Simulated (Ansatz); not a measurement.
Ba2NCl:
```
CELL_PARAMETERS angstrom
      2.05133     1.18434     7.62522
     -2.05133     1.18434     7.62522
      0.00000    -2.36867     7.62522
ATOMIC_POSITIONS crystal
  Ba 0.23104 0.23104 0.23104
  Ba 0.76896 0.76896 0.76896
  N  0.50000 0.50000 0.50000
  Cl 0.00000 0.00000 0.00000
```

The program Ansatz at the r²SCAN level (PAW) gives a gap of 1.26 eV without spin–orbit coupling, maximum at F, minimum at F.

Q: What happens when spin–orbit coupling is switched on?

A: The gap drops by 0.01 eV, to 1.25 eV; maximum at F, minimum at F.

Q: Give the electron effective mass with spin–orbit coupling.

A: 0.41, 0.47, 1.4 mₑ (principal values).

Q: Give the hole effective mass with spin–orbit coupling.

A: 0.85, 3.7, 3.7 mₑ (principal values).

Space group R-3m. The workflow started from a Materials Project entry (that database holds measured and hypothetical structures alike); the Crystallography Open Database copy checked does not list it. Whether it is the stable phase at ambient conditions was not checked. The cell was relaxed with r²SCAN under the symmetry of its start; whether a distortion lowers the energy is not shown.

Potentials: the later of the program's two PAW sets.
